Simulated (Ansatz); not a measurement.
A series in space group P4/mmm

All 4 crystals share space group P4/mmm (No. 123) and the same kinds of sites, 2 atoms in the primitive cell. They are database entries and needn't be the stable phases. The set is a selection: crystals with an unstable lattice, a very soft shear in a metal or doubtful stress slopes were left out. Cells are relaxed by PAW under the functional.

Quantity: elastic moduli (Hill averages, relaxed ions; θ_D from sound speeds over directions). Level: PBEsol, PAW on Ansatz 0.2.0's default frozen-core files (fitted under PBE), scalar-relativistic.

| crystal | cell (conventional) | k mesh | smearing (eV) |
| --- | --- | --- | --- |
| ZnPt | a = 2.832, c = 3.481 Å | 16×16×12 | 0.10 |
| CdPt | a = 2.947, c = 3.830 Å | 16×16×12 | 0.05 |
| TiRh | a = 2.927, c = 3.372 Å | 16×16×14 | 0.10 |
| TaRu | a = 3.025, c = 3.386 Å | 14×14×12 | 0.10 |

Task: Rank them by C33, lowest first.
A. TiRh
B. TaRu
C. ZnPt
D. CdPt

Result: D (212 GPa), C (240 GPa), A (275 GPa), B (383 GPa).

All values:

| crystal | B (GPa) | G (GPa) | C11 (GPa) | C33 (GPa) | C44 (GPa) | ν | θ_D (K) |
| --- | --- | --- | --- | --- | --- | --- | --- |
| ZnPt | 203 | 73.8 | 340 | 240 | 89.7 | 0.338 | 301 |
| CdPt | 169 | 57.2 | 253 | 212 | 77.1 | 0.347 | 252 |
| TiRh | 209 | 57.2 | 298 | 275 | 60.2 | 0.375 | 353 |
| TaRu | 273 | 81.3 | 410 | 383 | 73.6 | 0.365 | 312 |

Known limits: frozen-core PAW files fitted under PBE, their cores solved anew for the functional of the run; responses of metals move with mesh and smearing; no spin-orbit coupling on heavy atoms (ZnPt, CdPt, TaRu); the softest shear constant rests on one k mesh, and a soft shear can herald a distortion on cooling; elastic stability says nothing of phonons or of other phases.
